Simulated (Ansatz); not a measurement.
**Br (solid)**

Method: r²SCAN, scalar-relativistic; no spin polarisation; PAW, 500 eV, Γ-centred 6×6×4 mesh, 0.05 eV Gaussian smearing; code Ansatz; PAW files: Ansatz's generated set soft_2.

Space group Cmce (No. 64). a = 7.126 Å, b = 4.234 Å, c = 8.783 Å, α = 90.00°, β = 90.00°, γ = 90.00°
```json
{"atom": "Br", "site": "8f", "symmetry": "m..", "x": "0.5000", "y": "0.6392", "z": "0.1159"}
```

The database's entry of this formula in the relaxed cell's space group, Cmce, has axes of 4.493 × 6.598 × 8.701 Å and 32.25 Å³/atom (1984), the relaxed one 4.234 × 7.126 × 8.783 Å and 33.13.

Problem. Which orbitals make up the states within about 0.6 eV of each band edge?

Solution. Valence edge: Br 4p 99 %. Conduction edge: Br 4p 95 %. Shares are among the projected shells; the gap is 1.65 eV.

Density of states (tetrahedra, averaged over 0.5 eV; states/eV per cell of 4 atoms; energy in eV from the Fermi level; projections on Löwdin-orthogonalised atomic orbitals, summed over sites):

| E | total | Br 4p | Br 4s |
| --- | --- | --- | --- |
| -5.60 | 4.0 | 3.8 | 0.2 |
| -5.10 | 1.5 | 1.4 | 0.1 |
| -4.60 | 0.5 | 0.5 | 0.0 |
| -4.10 | 3.6 | 3.5 | 0.0 |
| -3.60 | 4.3 | 4.2 | 0.1 |
| -3.10 | 6.5 | 6.4 | 0.0 |
| -2.60 | 1.4 | 1.4 | 0.0 |
| -2.10 | 3.6 | 3.5 | 0.0 |
| -1.60 | 5.9 | 5.9 | 0.0 |
| -1.10 | 6.4 | 6.3 | 0.0 |
| -0.60 | 0.0 | 0.0 | 0.0 |
| -0.10 | 0.0 | 0.0 | 0.0 |
| 0.40 | 0.0 | 0.0 | 0.0 |
| 0.90 | 1.3 | 1.2 | 0.1 |
| 1.40 | 4.7 | 4.5 | 0.2 |
| 1.90 | 1.9 | 1.8 | 0.0 |
| 2.40 | 0.0 | 0.0 | 0.0 |
| 2.90 | 0.0 | 0.0 | 0.0 |
| 3.40 | 0.0 | 0.0 | 0.0 |
| 3.90 | 0.0 | 0.0 | 0.0 |
| 4.40 | 0.0 | 0.0 | 0.0 |
| 4.90 | 0.0 | 0.0 | 0.0 |

Kohn–Sham gaps of semilocal functionals lie under measured ones, often by a third or more. The structure is built of weakly bound molecules, and this functional has no dispersion term, so their spacing and all that hangs on it (volume, the soft elastic constants, low modes, dielectric constants) are poorly given.
